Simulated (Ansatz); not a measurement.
## Collinear states of MoS

The calculation used DFT r2SCAN, scalar-relativistic, plane waves, PAW (Ansatz).

```xyz
2
Lattice="2.9706 0.0000 0.0000 0.0000 2.9706 0.0000 0.0000 0.0000 2.9706" Properties=species:S:1:pos:R:3 pbc="T T T"
Mo    0.0000    0.0000    0.0000
S     1.4853    1.4853    1.4853
```

* plane-wave cutoff: 500 eV
* Γ-centred k-mesh: 14×14×14
* occupation rule: Gaussian smearing, 0.1 eV
* list of starting moments (μB, in atom order): 3.5 0
* check for lower electronic states after the SCF: off

All runs keep this geometry, which isn't relaxed for the lowest state (largest force there 0.000 eV/Å, pressure 6.8 GPa) and needn't be a stable compound; relaxing each order can shift differences of a few meV. Site moments are spin moments in atom-centred spheres that scale with the neighbour distance. The states are those that the runs reached from these starts; a lower one can exist. No antiferromagnetic start is among these.

Problem. Starts tried: no spin; large parallel starting moments. Which state comes out lowest, and what are the moments?

Solution. All starts lose their moments; the cell is non-magnetic at this level.

```
                          start ends energy above lowest (meV/atom) site moments (μB) gap on mesh (eV) P (GPa)
                        no spin non-magnetic                            0.00     none over 0.05             metal      6.8
large parallel starting moments non-magnetic                            0.00     none over 0.05             metal      6.8
```

Cost: 2 runs of about 0.53 core-minutes in all, on Arm Neoverse V2 (shared hosts).